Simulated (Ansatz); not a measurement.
FeO (rock salt)

```xyz
2
Lattice="0.0000 2.1545 2.1545 2.1545 0.0000 2.1545 2.1545 2.1545 0.0000" Properties=species:S:1:pos:R:3 pbc="T T T"
O      0.0000     0.0000     0.0000
Fe     2.1545     2.1545     2.1545
```

E(V) scan at fixed shape, V₀ the volume above. Symmetry pins the atoms to their sites.

Calculation: PBE (plane waves to 420 eV, PAW, scalar-relativistic; Ansatz, an electronic-structure program). k mesh 19×19×19 (Γ-centred), Fermi-Dirac smearing 0.05 eV. The energy includes the smearing's −TS. Stress and pressure are positive under compression. FeO is run spin-polarised and with no Hubbard U; the real compound is an antiferromagnetic insulator, a state that this run doesn't describe. FeO was relaxed with its symmetry unable to fall. Relaxed FeO ends ferromagnetic. Other magnetic orders were not checked, so this need not be the ground state. The zero of ΔE is the relaxed starting cell. The last digit holds for this mesh only.

| V (Å³/atom) | ΔE (meV/atom) |
|---|---|
| 9.001 | 69.6 |
| 9.251 | withheld |
| 9.501 | 15.9 |
| 9.751 | 3.8 |
| 10.001 | 0.0 |
| 10.251 | 3.5 |
| 10.501 | 13.2 |
| 10.751 | 28.4 |
| 11.001 | 48.3 |

Q: Fit a third-order Birch-Murnaghan form (E₀, V₀, B₀, B₀′ free) to the given rows and predict ΔE at V = 9.251.

A: Least squares on the 8 given rows: ΔE = E₀ + (9V₀B₀/16)·y²·[2 + (B₀′ − 4)y], y = (V₀/V)^(2/3) − 1, with V₀ = 10.001 Å³/atom, B₀ = 184.0 GPa (160.2 GPa = 1 eV/Å³; the term in eV is multiplied by 1000), B₀′ = 4.44, E₀ = 0.06 meV/atom; root-mean-square residual 0.05 meV/atom. At 9.251 the fit gives 37.3 meV/atom; the calculation gives 37.4 meV/atom, so the interpolation is off by -0.1 (-0.3 %). For the pressure the fit gives 17.1 GPa against the computed 17.1 GPa.

(A scan under strain: stresses follow from slopes of the energy per volume, elastic moduli from its curvatures.)
